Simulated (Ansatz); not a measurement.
Values for one crystal, relaxed and computed with DFT-PBEsol in the program Ansatz with PAW potentials; other levels are named.

* **Volume per atom**: 11.01 Å³
* **Band gap**: 2.43 eV (direct)
* **Electron effective mass, band 2 of 2 at the edge**: 0.75 along x, 0.50 along y, 0.93 along z (mₑ)
* **Formation energy from the elements (no fitted shifts)**: -3.21 eV/atom
* **Dynamical stability on the path**: stable (no imaginary branch)
* **Bulk modulus (Birch–Murnaghan fit)**: 186 GPa
* **Electron effective mass, band 1 of 2 at the edge**: 0.68 along x, 0.85 along y, 0.74 along z (mₑ)

Q: Which of these materials gives this?
A. MgZnO2, P3m1 (Mg on 1b, Zn on 1c, O on 1b, O on 1c)
B. MgO, rock salt
C. Al2O3, corundum
D. CaTiO3, Pnma (Ca on 4c, Ti on 4b, O on 4c, O on 8d)

A: D, CaTiO3, Pnma (Ca on 4c, Ti on 4b, O on 4c, O on 8d)

The first step of the workflow began from a Materials Project structure, measured or hypothetical; the Crystallography Open Database files this formula in space group No. 62, but the cells were not matched. Its standing as an ambient phase is unchecked. The PBEsol relaxation kept the symmetry of its start. No spin polarisation was allowed. The references are the lowest solids computed at this level, not always the standard phases (solids in place of the gases).

Potentials: the later of the program's two PAW sets.
